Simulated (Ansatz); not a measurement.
CaScHO₂:
Space group P4/mmm (No. 123); a = 4.069 Å, b = 4.069 Å, c = 3.709 Å, α = 90.00°, β = 90.00°, γ = 90.00°

```tsv
atom	site	symmetry	x	y	z
Ca	1d	4/mmm	0.5000	0.5000	0.5000
Sc	1a	4/mmm	0.0000	0.0000	0.0000
O	2f	mmm.	0.0000	0.5000	0.0000
H	1b	4/mmm	0.0000	0.0000	0.5000
```

Relaxed with r²SCAN.

Problem. Tabulate the valence density and the electron localisation function along the shortest Sc–O contact (2.03 Å), r²SCAN in the plane-wave PAW code Ansatz.

Solution. 

```
distance from Sc (Å)  density (e/Å³)   ELF
--------------------  --------------  ----
0.20                            8.19  0.14
0.31                            7.31  0.34
0.41                            6.04  0.56
0.51                            4.52  0.69
0.61                            3.04  0.72
0.71                            1.85  0.63
0.81                            1.07  0.42
0.92                            0.69  0.23
1.02                            0.58  0.17
1.12                            0.66  0.33
1.22                            0.88  0.61
1.32                            1.29  0.78
1.42                            1.98  0.83
1.53                            3.06  0.82
1.63                            4.49  0.76
1.73                            6.06  0.64
1.83                            7.42  0.46
```

The density is the valence pseudo-density with augmentation charge, so density and ELF within about 1 Å of a nucleus are not all-electron values.

The start of the workflow was typed in or built on a structure type; neither database checked (COD, Materials Project) lists it. Whether it is the stable phase at ambient conditions was not checked. Symmetry was held in the r²SCAN relaxation; whether a distortion lowers the energy is not shown. No spin polarisation was allowed.

Potentials: the earlier of the program's two PAW sets. The files were generated under PBE; for other functionals the program regenerates the frozen cores, and for LDA and PBEsol the local potential too.
